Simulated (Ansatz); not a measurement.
KPH$_{2}$SO$_{3}$ (space group Cm)

```xyz
8
Lattice="3.2576 -3.1555 0.0000 3.2576 3.1555 0.0000 -1.9802 0.0000 5.5815" Properties=species:S:1:pos:R:3 pbc="T T T"
K      4.2908     0.0000     3.4058
H      2.9939     1.9514     1.0674
H      2.9939    -1.9514     1.0674
P      2.0250     0.0000     0.6155
S      0.9629     0.0000     4.4497
O      0.4984     0.0000     0.5339
O      2.4393     1.2307     1.5241
O      2.4393    -1.2307     1.5241
```

E(V) scan at fixed shape, V₀ the volume above. The atoms relax within the cell's symmetry.

Level of theory: r2SCAN (plane waves to 500 eV, PAW, scalar-relativistic; Ansatz, a first-principles code). k mesh 8×8×6 (Γ-centred), Fermi-Dirac smearing 0.05 eV. The energy includes the smearing's −TS. Stress and pressure are positive under compression. With the shape held, the modulus is that of even scaling; a crystal free to change shape is softer. KPH2SO3 was relaxed with its symmetry unable to fall. ΔE is measured from the relaxed starting cell.

```
V (Å³/atom)  ΔE (meV/atom)
-----------  -------------
12.048            withheld
12.431                29.3
12.813                17.5
13.196                 9.2
13.578                 3.8
13.961                 0.9
14.343                 0.0
14.726                 0.8
15.108                 3.0
15.491                 6.3
15.873                10.5
16.256                15.5
16.638                21.1
```

Question: Fit a third-order Birch-Murnaghan form (E₀, V₀, B₀, B₀′ free) to the given rows and predict ΔE at V = 12.048.

Answer: Least squares on the 12 given rows: ΔE = E₀ + (9V₀B₀/16)·y²·[2 + (B₀′ − 4)y], y = (V₀/V)^(2/3) − 1, with V₀ = 14.343 Å³/atom, B₀ = 26.23 GPa (160.2 GPa = 1 eV/Å³; the term in eV is multiplied by 1000), B₀′ = 6.15, E₀ = 0.02 meV/atom; root-mean-square residual 0.02 meV/atom. At 12.048 the fit gives 45.5 meV/atom; the calculation gives 45.4 meV/atom, so the extrapolation is off by 0.1 (+0.2 %). For the pressure the fit gives 7.77 GPa against the computed 7.75 GPa.

(Under strain, the slope of the energy per volume gives the stress and its curvature an elastic modulus.)
